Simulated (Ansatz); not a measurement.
YN:
```xyz
2
Lattice="0.0000 2.4531 2.4531 2.4531 0.0000 2.4531 2.4531 2.4531 0.0000" Properties=species:S:1:pos:R:3 pbc="T T T"
Y      0.0000     0.0000     0.0000
N      2.4531     2.4531     2.4531
```

Plane-wave PAW PBE (Ansatz code) gives a gap of 0.21 eV without spin–orbit coupling, maximum at Γ, minimum at X.

### Question
What happens when spin–orbit coupling is switched on?

### Answer
The gap drops by 0.02 eV, to 0.19 eV; maximum at Γ, minimum at X.

### Question
How large is the spin–orbit splitting of the valence top at Γ?

### Answer
The fourfold level lies 0.06 eV above the split-off pair.

### Question
Give the electron effective mass with spin–orbit coupling.

### Answer
0.11, 0.11, 1.3 mₑ (principal values).

### Question
Give the hole effective mass with spin–orbit coupling, band 1 of 2 at the edge.

### Answer
1.0 along [100], 0.60 along [110], 0.48 along [111] (mₑ).

### Question
Give the hole effective mass with spin–orbit coupling, band 2 of 2 at the edge.

### Answer
0.23 along [100], 0.27 along [110], 0.30 along [111] (mₑ).

Space group Fm-3m (rock salt). The PBE relaxation kept the symmetry of its start. No spin polarisation was allowed.

Potentials: the earlier of the program's two PAW sets.
